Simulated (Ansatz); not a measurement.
A free-standing Janus 2H monolayer of WOS, relaxed with r2SCAN in Ansatz 0.2.0. In-plane lattice: a = 2.992 Å, b = 2.992 Å, γ = 120.0°; thickness between the outer nuclei 2.78 Å. W is surrounded by 3 O at 2.08 Å and 3 S at 2.37 Å and 6 W at 2.99 Å; O is surrounded by 3 W at 2.08 Å; S is surrounded by 3 W at 2.37 Å.

The axes x, y and z are those of this cell:
```
CELL_PARAMETERS angstrom
2.99207 0.00000 0.00000
-1.49603 2.59121 0.00000
0.00000 0.00000 30.21242
ATOMIC_POSITIONS crystal
W 0.33333 0.66667 0.30307
O 0.66667 0.33333 0.34127
S 0.66667 0.33333 0.24934
```
The sheet repeats along a and b alone.

Unstrained: PBE gives an indirect gap of 1.548 eV, from Γ to K; the least direct gap is 2.361 eV at Γ–M (0.10 of the way from Γ). With r2SCAN the valence top lies at Γ and the conduction bottom at K, 1.657 eV higher; the smallest vertical gap, at Γ–M (0.10 of the way from Γ), is 2.577 eV. With HSE06 the valence top lies at Γ and the conduction bottom at K, 2.137 eV higher; the smallest vertical gap, at Γ–M (0.10 of the way from Γ), is 3.159 eV. Meshes: PBE 12×12×1, r2SCAN 12×12×1, HSE06 6×6×1. Strains are changes of length per length, and xy shears are angles. After each strain the atoms were relaxed again with r2SCAN within the symmetry that the strain leaves, so tilts or polar shifts that break it weren't tested; points keep the names that they have in the unstrained zone. (Calculated; spin-unpolarised; the phase may be known or hypothetical.)

**Question.** Apply in-plane biaxial +1.0 %. How far does the gap move, against the unstrained cell?

**Answer.** PBE: the gap goes from 1.548 to 1.325 eV (-0.223 eV). r2SCAN: the gap goes from 1.657 to 1.429 eV (-0.228 eV). HSE06: the gap goes from 2.137 to 1.891 eV (-0.246 eV). The r2SCAN energy rises by 4.3 meV an atom.

**Question.** Estimate what in-plane biaxial +1.5 % does to the gap.

**Answer.** PBE: the gap goes from 1.548 to 1.220 eV (-0.328 eV). r2SCAN: the gap goes from 1.657 to 1.320 eV (-0.337 eV). HSE06: the gap goes from 2.137 to 1.774 eV (-0.363 eV). The r2SCAN energy rises by 9.4 meV an atom.

**Question.** Apply xy shear, engineering strain (angle) +0.5 %. How far does the gap move, against the unstrained cell?

**Answer.** PBE: the gap goes from 1.548 to 1.548 eV (0.000 eV). r2SCAN: the gap goes from 1.657 to 1.657 eV (0.000 eV). HSE06: the gap goes from 2.137 to 2.137 eV (0.000 eV). The r2SCAN energy rises by 0.2 meV an atom.

**Question.** Apply uniaxial +1.0 % along y, other directions held. How far does the gap move, against the unstrained cell?

**Answer.** PBE: the gap goes from 1.548 to 1.435 eV (-0.113 eV); the edges go from Γ → K to Γ → (0.331, 1/3, 0). r2SCAN: the gap goes from 1.657 to 1.541 eV (-0.116 eV); the edges go from Γ → K to Γ → (0.331, 1/3, 0). HSE06: the gap goes from 2.137 to 2.012 eV (-0.125 eV); the edges go from Γ → K to Γ → (0.331, 1/3, 0). The r2SCAN energy rises by 1.7 meV an atom.

Spin-orbit coupling is left out, which matters wherever the heavy atoms make up the band edges.

Where an edge lies off the special points, it is a point of the mesh or the k point where a search put PBE's edge or least direct gap, reused for the other functionals, whose own edges may lie a little apart.

Coordinates of k points refer to the reciprocal vectors of the primitive cell of the runs.

The meshes of the hybrids are coarse, so their gaps aren't converged to the digits shown.

For some runs the program warns that the potential is rough where the density is thin, which bears on empty states near the vacuum.
